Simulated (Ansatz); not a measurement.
An elastic tensor (GPa, Voigt order, standard axes) from plane-wave PAW LDA (Ansatz code):

```
-28.5    288    288    0.0    0.0    0.0
  288  -28.5    288    0.0    0.0    0.0
  288    288  -28.5    0.0    0.0    0.0
  0.0    0.0    0.0  -78.6    0.0    0.0
  0.0    0.0    0.0    0.0  -78.6    0.0
  0.0    0.0    0.0    0.0    0.0  -78.6
```

Q: Which compound is it?
(A) Pt, fcc (Cu type)
(B) HfN, rock salt
(C) Nb, fcc (Cu type)
(D) Ir, fcc (Cu type)

A: C, Nb, fcc (Cu type)

Space group Fm-3m (fcc (Cu type)). The workflow started from an entry of the Crystallography Open Database (COD), which files this formula under 2 space groups. It is not the phase usual at ambient conditions (space group No. 229). Symmetry was held in the LDA relaxation. At this level the phase is mechanically unstable. No spin polarisation was allowed. As this level gives no gap, shear constants depend on the k-mesh and smearing (Fermi–Dirac, 0.1 eV here).

Potentials: the earlier of the program's two PAW sets. The files were generated under PBE; for other functionals the program regenerates the frozen cores, and for LDA and PBEsol the local potential too.
